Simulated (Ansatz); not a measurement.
Here is the system:

TaP:
Space group I4₁md (No. 109); a = 3.310 Å, b = 3.310 Å, c = 11.274 Å, α = 90.00°, β = 90.00°, γ = 90.00°

```csv
atom,site,symmetry,x,y,z
Ta,4a,2mm.,0.0000,0.0000,0.9994
P,4a,2mm.,0.0000,0.0000,0.4166
```
(The calculation used a cell of 4 atoms; values per cell refer to that cell.)

This is the PBEsol-relaxed structure.

Q: All from plane-wave PAW PBEsol (Ansatz code), unless another level is named. Estimate the electronic character.

A: no gap, with almost no states at the Fermi level (zero-gap or semimetallic).

Q: What about the formation energy from the elements (no fitted shifts)?

A: -1.04 eV/atom.

Q: Give the gap with spin–orbit coupling.

A: none (metallic).

Space group I4_1md. The workflow started from a Materials Project entry (that database holds measured and hypothetical structures alike); the Crystallography Open Database copy checked does not list it. COD files the formula under space group No. 141, so this cell is another polymorph or a model. Its standing as an ambient phase is unchecked. The cell was relaxed with PBEsol under the symmetry of its start; of distortions, only those at the zone centre were tested. No spin polarisation was allowed. A small band overlap can be real or an error of a semilocal functional. The references are the lowest solids computed at this level, not always the standard phases. Spin–orbit coupling is left out wherever it is not named.

Potentials: the later of the program's two PAW sets.
